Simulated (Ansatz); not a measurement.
Sc:
```
CELL_PARAMETERS angstrom
      2.95232     0.00000     0.00000
      0.00000     2.95232     0.00000
      0.00000     0.00000     2.95232
ATOMIC_POSITIONS crystal
  Sc 0.00000 0.00000 0.00000
```

Relaxed with r²SCAN. Special points in fractions of this cell's reciprocal vectors: Γ (0.000, 0.000, 0.000); X (0.000, 0.500, 0.000); M (0.500, 0.500, 0.000); R (0.500, 0.500, 0.500).

### Question
List the band energies nearest the Fermi level at these points for DFT-r²SCAN in the program Ansatz with PAW potentials.

### Answer
In eV from the Fermi level; about four levels below and three above (degenerate sets whole), none deeper than 8.9 eV; points with the same levels are listed once.

```csv
k,below,above
Γ,-5.48 -0.50 -0.50,3.97 3.97 3.97
X,-1.75 -0.87,0.16 2.35 2.35
M,-1.99,0.32 2.73 2.73
R,-0.56 -0.56 -0.56,4.91 4.91 7.47
```

Space group Pm-3m (simple cubic). The cell is a constructed one: a structure type filled with these elements; neither database checked (COD, Materials Project) lists it. It is not the phase usual at ambient conditions (space group No. 194). The cell was relaxed with r²SCAN under the symmetry of its start. At this level the phase is mechanically unstable. No spin polarisation was allowed.

Potentials: the later of the program's two PAW sets.
